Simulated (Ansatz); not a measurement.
NaCl:
```cif
data_ClNa
_chemical_formula_sum 'Na1 Cl1'
_space_group_name_H-M_alt 'Pm-3m'
_space_group_IT_number 221
_space_group_name_Hall '-P 4 2 3'
_cell_length_a 3.36893
_cell_length_b 3.36893
_cell_length_c 3.36893
_cell_angle_alpha 90.000
_cell_angle_beta 90.000
_cell_angle_gamma 90.000
loop_
_atom_site_label
_atom_site_type_symbol
_atom_site_symmetry_multiplicity
_atom_site_Wyckoff_symbol
_atom_site_fract_x
_atom_site_fract_y
_atom_site_fract_z
_atom_site_occupancy
Na1 Na 1 a 0.00000 0.00000 0.00000 1
Cl1 Cl 1 b 0.50000 0.50000 0.50000 1
```

Relaxed with LDA.

Question: Give the optical modes at the zone centre with their infrared and Raman activity from DFPT, LDA in the plane-wave PAW code Ansatz.

Answer: Transverse frequencies, without the LO–TO term; a row sums one degenerate level.

```
ω (cm⁻¹)  degeneracy  IR ((D/Å)²/amu)  Raman (Å⁴/amu)  activity  symmetry
--------  ----------  ---------------  --------------  --------  --------
113                3             6.76               0        IR       T1u
```

Question: How high does the top mode go among those that the LO–TO term moves?

Answer: 237 cm⁻¹ for q along x.

This is a known high-pressure phase of the composition, computed here at zero pressure and temperature. The cell was relaxed with LDA under the symmetry of its start. At this level the phase is dynamically unstable (imaginary phonons).

Potentials: the later of the program's two PAW sets.
